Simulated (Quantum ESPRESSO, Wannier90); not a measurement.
Ta (bcc (W type)): Wannier90 run

Cell from Materials Project (mp-50), symmetrised, no further relaxation. This is the element's usual structure. Computed values, not measurements, from PBEsol: Quantum ESPRESSO (norm-conserving PseudoDojo potentials, cutoff 47 Ry, no spin polarisation, no spin-orbit coupling) on a Γ-centred 10×10×10 mesh, then Wannier90. Density: 18×18×18 mesh, cold smearing 0.01 Ry. Spin-orbit coupling is left out although heavy elements are present.

On the energy scale of pw.x, whose zero is arbitrary, the Fermi level lies at 18.15 eV.

Input w.win:

```
num_bands = 17
num_wann = 9
exclude_bands = 1-4
num_iter = 800
conv_tol = 1.0e-10
conv_window = 4
dis_num_iter = 1000
dis_conv_tol = 1.0e-6
dis_froz_max = 19.65
write_hr = true
write_u_matrices = true
begin projections
Ta: s;p;d
end projections
begin unit_cell_cart
ang
   -1.6549300000    1.6549300000    1.6549300000
    1.6549300000   -1.6549300000    1.6549300000
    1.6549300000    1.6549300000   -1.6549300000
end unit_cell_cart
begin atoms_frac
Ta   0.0000000000  0.0000000000  0.0000000000
end atoms_frac
mp_grid = 10 10 10
begin kpoints
0.0000000000 0.0000000000 0.0000000000
0.0000000000 0.0000000000 0.1000000000
0.0000000000 0.0000000000 0.2000000000
... (997 more lines: the 10x10x10 mesh through Gamma)
end kpoints
```

Input of pw2wannier90.x that gives the overlap and projection files (equivalent; here they were cut from one run over all bands):

```
&inputpp
  outdir = './out'
  prefix = 'pwscf'
  seedname = 'w'
  write_amn = .true.
  write_mmn = .true.
/
```

Output w.wout (banner and timings cut):

```
                                    ------
                                    SYSTEM
                                    ------

                              Lattice Vectors (Ang)
                    a_1    -1.654930   1.654930   1.654930
                    a_2     1.654930  -1.654930   1.654930
                    a_3     1.654930   1.654930  -1.654930

                   Unit Cell Volume:      18.13004  (Ang^3)

                        Reciprocal-Space Vectors (Ang^-1)
                    b_1     0.000000   1.898324   1.898324
                    b_2     1.898324   0.000000   1.898324
                    b_3     1.898324   1.898324   0.000000

 *----------------------------------------------------------------------------*
 |   Site       Fractional Coordinate          Cartesian Coordinate (Ang)     |
 +----------------------------------------------------------------------------+
 | ta   1   0.00000   0.00000   0.00000   |    0.00000   0.00000   0.00000    |
 *----------------------------------------------------------------------------*
                                ------------
                                K-POINT GRID
                                ------------

             Grid size = 10 x 10 x 10      Total points = 1000

 *---------------------------------- MAIN ------------------------------------*
 |  Number of Wannier Functions               :                 9             |
 |  Number of Objective Wannier Functions     :                 9             |
 |  Number of input Bloch states              :                17             |
 |  Output verbosity (1=low, 5=high)          :                 1             |
 |  Timing Level (1=low, 5=high)              :                 1             |
 |  Optimisation (0=memory, 3=speed)          :                 3             |
 |  Length Unit                               :               Ang             |
 |  Post-processing setup (write *.nnkp)      :                 F             |
 |  Using Gamma-only branch of algorithms     :                 F             |
 *----------------------------------------------------------------------------*
 *------------------------------- WANNIERISE ---------------------------------*
 |  Total number of iterations                :               800             |
 |  Number of CG steps before reset           :                 5             |
 |  Trial step length for line search         :             2.000             |
 |  Convergence tolerence                     :         0.100E-09             |
 |  Convergence window                        :                 4             |
 |  Iterations between writing output         :                 1             |
 |  Iterations between backing up to disk     :               100             |
 |  Write r^2_nm to file                      :                 F             |
 |  Write xyz WF centres to file              :                 F             |
 |  Write on-site energies <0n|H|0n> to file  :                 F             |
 |  Use guiding centre to control phases      :                 F             |
 |  Use phases for initial projections        :                 F             |
 *----------------------------------------------------------------------------*
 *------------------------------- DISENTANGLE --------------------------------*
 |  Using band disentanglement                :                 T             |
 |  Total number of iterations                :              1000             |
 |  Mixing ratio                              :             0.500             |
 |  Convergence tolerence                     :         1.000E-06             |
 |  Convergence window                        :                 3             |
 *----------------------------------------------------------------------------*
 *-------------------------------- PLOTTING ----------------------------------*
 |  Plotting Hamiltonian in WF basis          :                 T             |
 *----------------------------------------------------------------------------*

 *---------------------------------- K-MESH ----------------------------------*
 +----------------------------------------------------------------------------+
 |                    Distance to Nearest-Neighbour Shells                    |
 |                    ------------------------------------                    |
 |          Shell             Distance (Ang^-1)          Multiplicity         |
 |          -----             -----------------          ------------         |
 |             1                   0.268463                     12            |
 |             2                   0.379665                      6            |
 |             3                   0.464992                     24            |
 |             4                   0.536927                     12            |
 |             5                   0.600303                     24            |
 |             6                   0.657599                      8            |
 |             7                   0.710288                     48            |
 |             8                   0.759329                      6            |
       ... (lines left out)
 +----------------------------------------------------------------------------+
 | The b-vectors are chosen automatically                                     |
 | The following shells are used:                       1                     |
 +----------------------------------------------------------------------------+
 |                        Shell   # Nearest-Neighbours                        |
 |                        -----   --------------------                        |
 |                          1              12                                 |
 +----------------------------------------------------------------------------+
 | Completeness relation is fully satisfied [Eq. (B1), PRB 56, 12847 (1997)]  |
 +----------------------------------------------------------------------------+
 |                  b_k Vectors (Ang^-1) and Weights (Ang^2)                  |
 |                  ----------------------------------------                  |
 |            No.         b_k(x)      b_k(y)      b_k(z)        w_b           |
 |            ---        --------------------------------     --------        |
 |             1         0.189832    0.189832    0.000000     3.468722        |
 |             2         0.189832    0.000000    0.189832     3.468722        |
 |             3         0.000000    0.189832    0.189832     3.468722        |
 |             4        -0.189832   -0.189832    0.000000     3.468722        |
 |             5         0.000000   -0.189832    0.189832     3.468722        |
 |             6        -0.189832    0.000000    0.189832     3.468722        |
 |             7        -0.189832    0.000000   -0.189832     3.468722        |
 |             8         0.000000    0.189832   -0.189832     3.468722        |
 |             9        -0.189832    0.189832    0.000000     3.468722        |
 |            10         0.000000   -0.189832   -0.189832     3.468722        |
 |            11         0.189832    0.000000   -0.189832     3.468722        |
 |            12         0.189832   -0.189832    0.000000     3.468722        |
 +----------------------------------------------------------------------------+
 |                           b_k Directions (Ang^-1)                          |
 |                           -----------------------                          |
 |            No.           x           y           z                         |
 |            ---        --------------------------------                     |
 |             1         0.189832    0.189832    0.000000                     |
 |             2         0.189832    0.000000    0.189832                     |
 |             3         0.000000    0.189832    0.189832                     |
 |             4         0.000000   -0.189832    0.189832                     |
 |             5        -0.189832    0.000000    0.189832                     |
 |             6        -0.189832    0.189832    0.000000                     |
 +----------------------------------------------------------------------------+

 Starting a new Wannier90 calculation ...

 Reading overlaps from w.mmn

 Reading projections from w.amn

 *------------------------------- DISENTANGLE --------------------------------*
 +----------------------------------------------------------------------------+
 |                              Energy  Windows                               |
 |                              ---------------                               |
 |                   Outer:   10.25267  to   58.98313  (eV)                   |
 |                   Inner:   10.25267  to   19.65000  (eV)                   |
 +----------------------------------------------------------------------------+
   Number of target bands to extract:    9

                   Unitarised projection of Wannier functions
                   ------------------------------------------
   A_mn = <psi_m|g_n> --> S = A.A^+ --> U = S^-1/2.A
   In dis_project... done
   Using an inner window (linner = T)
   In dis_proj_froz... done

                   Extraction of optimally-connected subspace
                   ------------------------------------------
 +---------------------------------------------------------------------+<-- DIS
 |  Iter     Omega_I(i-1)      Omega_I(i)      Delta (frac.)           |<-- DIS
 +---------------------------------------------------------------------+<-- DIS
       1      11.77205910      11.19671463       5.139E-02    <-- DIS
       2      11.39479137      10.97149344       3.858E-02    <-- DIS
       3      11.14242472      10.78943123       3.272E-02    <-- DIS
       4      10.93193303      10.63915311       2.752E-02    <-- DIS
       5      10.75671481      10.51325727       2.316E-02    <-- DIS
       6      10.61023993      10.40660238       1.957E-02    <-- DIS
       ... (lines left out)
     101       9.63280456       9.63286403      -6.173E-06    <-- DIS
       ... (lines left out)
     152       9.63264867       9.63265806      -9.751E-07    <-- DIS
     153       9.63264865       9.63265768      -9.369E-07    <-- DIS
     154       9.63264865       9.63265732      -9.002E-07    <-- DIS

             <<<      Delta < 1.000E-06  over  3 iterations     >>>
             <<< Disentanglement convergence criteria satisfied >>>

        Final Omega_I     9.63265732 (Ang^2)

 +----------------------------------------------------------------------------+

 Writing checkpoint file w.chk... done

 *------------------------------- WANNIERISE ---------------------------------*
 +--------------------------------------------------------------------+<-- CONV
 | Iter  Delta Spread     RMS Gradient      Spread (Ang^2)            |<-- CONV
 +--------------------------------------------------------------------+<-- CONV

 ------------------------------------------------------------------------------
 Initial State
  WF centre and spread    1  ( -0.000000,  0.000005, -0.000002 )     2.42083557
  WF centre and spread    2  ( -0.000001,  0.000040,  0.000014 )     2.69719637
  WF centre and spread    3  (  0.000005,  0.000059, -0.000032 )     2.70020673
  WF centre and spread    4  ( -0.000011, -0.000034, -0.000009 )     2.69960121
  WF centre and spread    5  (  0.000000,  0.000004, -0.000004 )     1.34901520
  WF centre and spread    6  ( -0.000001,  0.000007, -0.000004 )     1.12280164
  WF centre and spread    7  ( -0.000001,  0.000002,  0.000003 )     1.12282594
  WF centre and spread    8  ( -0.000002,  0.000010, -0.000002 )     1.34879523
  WF centre and spread    9  (  0.000001, -0.000000, -0.000003 )     1.12273001
  Sum of centres and spreads ( -0.000011,  0.000092, -0.000038 )    16.58400791

      0     0.166E+02     0.0000000000       16.5840079059  <-- CONV
        O_D=      0.0000022 O_OD=      6.9513484 O_TOT=     16.5840079 <-- SPRD
 ------------------------------------------------------------------------------
      1    -0.366E+00     0.1298220464       16.2183686898  <-- CONV
        O_D=      0.0000060 O_OD=      6.5857054 O_TOT=     16.2183687 <-- SPRD
      2    -0.191E+00     0.1961768959       16.0278052261  <-- CONV
        O_D=      0.0000027 O_OD=      6.3951452 O_TOT=     16.0278052 <-- SPRD
      3    -0.379E-01     0.0845075248       15.9899534544  <-- CONV
        O_D=      0.0000018 O_OD=      6.3572944 O_TOT=     15.9899535 <-- SPRD
      4    -0.111E-01     0.0437869526       15.9788490308  <-- CONV
        O_D=      0.0000015 O_OD=      6.3461902 O_TOT=     15.9788490 <-- SPRD
      5    -0.497E-02     0.0274166880       15.9738809473  <-- CONV
        O_D=      0.0000015 O_OD=      6.3412221 O_TOT=     15.9738809 <-- SPRD
       ... (lines left out)
    100    -0.117E-01     0.0344240934       11.4660023967  <-- CONV
        O_D=      0.0029468 O_OD=      1.8303982 O_TOT=     11.4660024 <-- SPRD
       ... (lines left out)
    200    -0.187E-05     0.0004296388       11.4014455698  <-- CONV
        O_D=      0.0011288 O_OD=      1.7676595 O_TOT=     11.4014456 <-- SPRD
       ... (lines left out)
    300    -0.778E-09     0.0000226746       11.4014267169  <-- CONV
        O_D=      0.0011289 O_OD=      1.7676405 O_TOT=     11.4014267 <-- SPRD
       ... (lines left out)
    345    -0.196E-10     0.0000165847       11.4014265648  <-- CONV
        O_D=      0.0011289 O_OD=      1.7676404 O_TOT=     11.4014266 <-- SPRD
    346    -0.344E-11     0.0000165844       11.4014265648  <-- CONV
        O_D=      0.0011289 O_OD=      1.7676404 O_TOT=     11.4014266 <-- SPRD
    347    -0.860E-10     0.0000165840       11.4014265647  <-- CONV
        O_D=      0.0011289 O_OD=      1.7676404 O_TOT=     11.4014266 <-- SPRD
             <<<     Delta < 1.000E-10  over  4 iterations     >>>
             <<< Wannierisation convergence criteria satisfied >>>
 Final State
  WF centre and spread    1  ( -0.000250, -0.895308,  0.000041 )     1.33670581
  WF centre and spread    2  (  0.000310,  0.000179,  0.895367 )     1.33523213
  WF centre and spread    3  (  0.895260,  0.000406,  0.000201 )     1.33707342
  WF centre and spread    4  (  0.000218,  0.895229, -0.000063 )     1.33670426
  WF centre and spread    5  ( -0.000312, -0.000087, -0.895334 )     1.33523152
  WF centre and spread    6  (  0.000000,  0.000008,  0.000010 )     1.12786108
  WF centre and spread    7  ( -0.000001, -0.000023,  0.000012 )     1.12792953
  WF centre and spread    8  ( -0.895247, -0.000291, -0.000270 )     1.33707314
  WF centre and spread    9  (  0.000013, -0.000021, -0.000003 )     1.12761568
  Sum of centres and spreads ( -0.000011,  0.000094, -0.000039 )    11.40142656

         Spreads (Ang^2)       Omega I      =     9.632657318
        ================       Omega D      =     0.001128870
                               Omega OD     =     1.767640377
    Final Spread (Ang^2)       Omega Total  =    11.401426565
```
